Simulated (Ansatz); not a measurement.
TiB2 (fluorite, space group No. 225) under volume change, PBE (plane waves, PAW; program Ansatz), scaled uniformly.

```json
[
 {"V (Å³/atom)": "10.036", "E − E(relaxed) (meV/atom)": "48.9", "P (GPa)": "17.00"},
 {"V (Å³/atom)": "10.367", "E − E(relaxed) (meV/atom)": "[?]", "P (GPa)": "[?]"},
 {"V (Å³/atom)": "10.698", "E − E(relaxed) (meV/atom)": "4.9", "P (GPa)": "4.88"},
 {"V (Å³/atom)": "11.029", "E − E(relaxed) (meV/atom)": "0.0", "P (GPa)": "0.02"},
 {"V (Å³/atom)": "11.359", "E − E(relaxed) (meV/atom)": "4.4", "P (GPa)": "-4.17"},
 {"V (Å³/atom)": "11.690", "E − E(relaxed) (meV/atom)": "16.8", "P (GPa)": "-7.81"},
 {"V (Å³/atom)": "12.021", "E − E(relaxed) (meV/atom)": "[?]", "P (GPa)": "[?]"}
]
```

Question: What belongs in the gaps?

Answer: 
- 10.367, E − E(relaxed) (meV/atom): 20.7
- 10.367, P (GPa): 10.50
- 12.021, E − E(relaxed) (meV/atom): 36.3
- 12.021, P (GPa): -10.98

Question: What does a third-order Birch–Murnaghan fit give for V₀, B₀ and B′?

Answer: V₀ = 11.03 Å³/atom, B₀ = 150 GPa, B′ = 3.8.

Space group Fm-3m (fluorite). A made-up cell: these elements were put on the sites of a structure type; neither database checked (COD, Materials Project) lists it. It is not the phase usual at ambient conditions (space group No. 191). The cell was relaxed with PBE under the symmetry of its start; its stability against distortions is not shown here. No spin polarisation was allowed.

Potentials: the later of the program's two PAW sets.
